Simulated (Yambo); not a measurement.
Yambo run on Li4WO5 (space group I4, No. 79). The wavefunctions are PBEsol (Quantum ESPRESSO, PseudoDojo norm-conserving, 84 Ry, scalar-relativistic) ones on a 4×4×4 mesh (28 occupied bands); a = 5.0593 Å, b = 5.0593 Å, c = 5.0593 Å, α = 99.48°, β = 99.48°, γ = 132.12°.

Yambo input:

```
rim_cut
gw0
dyson
el_el_corr
HF_and_locXC
ppa
em1d
RandQpts= 1000000
RandGvec= 1 Ry
EXXRLvcs= 84 Ry
VXCRLvcs= 336 Ry
Chimod= "HARTREE"
% BndsRnXp
 6 | 106 |
%
NGsBlkXp= 3 Ry
% LongDrXp
 1.0 | 1.0 | 1.0 |
%
PPAPntXp= 27.2114 eV
% GbndRnge
 1 | 106 |
%
GTermKind= "BG"
DysSolver= "n"
ExtendOut
% QPkrange
 3 | 3 | 29 | 29 |
 11 | 11 | 28 | 29 |
%
```

k points by index: 3 = X, 11 = (0.25, -0.25, 0.25).

Table of the .qp output:

```
#    K-point    Band    Eo [eV]    E [eV]    E-Eo [eV]    Vxc [eV]    Vnlxc [eV]    Sc|Eo [eV]    Sc|E [eV]    dSc/dw|Eo [eV]    Re(Z)    Im(Z)
#
    3    29    3.229314    4.804949    1.575635    -17.48574    -12.40347    -3.167484    -3.506636    -5.856836    0.822885    -0.001156
    11    28    0.000000    -0.700286    -0.700286    -19.59657    -25.06140    4.581350    4.764551    -7.117403    0.792668    -0.001247
    11    29    3.338377    4.928782    1.590406    -17.68268    -12.57468    -3.172723    -3.517591    -5.900240    0.821806    -0.001173
```
(The two width columns are left out.) Convergence of these settings isn't established.

Spin-orbit coupling is not included.

Geometry of the Materials Project entry, not relaxed at this level.

The structure is a Materials Project entry; no match was found in the copy of COD used, and its stability was not checked.
